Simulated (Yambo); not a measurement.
A G0W0@PBEsol run in Yambo for KBH4 (space group P2_1/m, No. 11, within 0.06 Å of P4_2/nmc) (2×2×2 Γ-centred k mesh, 197 bands and a 7 Ry block in the screening, 197 bands in G with the Bruneval-Gonze terminator, plasmon pole fitted at 27.2 eV) gives these matrix elements, in eV, at the band edges (Γ → (-0.5, -0.5, 0)):

```tsv
state	E0	<Vxc>	<Σx>	<Σc(E0)>	Z
valence edge	0.000	-12.469	-16.685	1.776	0.820
conduction edge	5.878	-7.540	-3.362	-2.847	0.873
```

**Question.** Solve the linearised quasiparticle equation for both states, give the gap, and say how exchange and correlation each act on it.

**Answer.** E = E0 + Z(Σx + Σc − Vxc). Valence: 0.000 + 0.820 × (-16.685 + (1.776) − (-12.469)) = -2.00 eV. Conduction: 5.878 + 0.873 × (-3.362 + (-2.847) − (-7.540)) = 7.04 eV. The gap is 9.04 eV, against 5.88 eV in PBEsol. Replacing Vxc by bare exchange alone would open it by 8.39 eV; correlation takes back 4.62 eV of that, and Z scales what is left. Nearest settings tried, and what they do to the gap: 151 bands in W, 151 bands in G: -6 meV; 6 Ry block (233 vectors against 323): -70 meV; 2×2×1 mesh: -97 meV. So the settings aren't converged at that level. The k mesh is coarse. 

Geometry of the Materials Project entry, not relaxed at this level; primitive cell a = 4.6634 Å, b = 4.6777 Å, c = 6.5486 Å, α = 90.00°, β = 90.07°, γ = 90.00°.

The structure is a Materials Project entry; no match was found in the copy of COD used, and its stability was not checked.
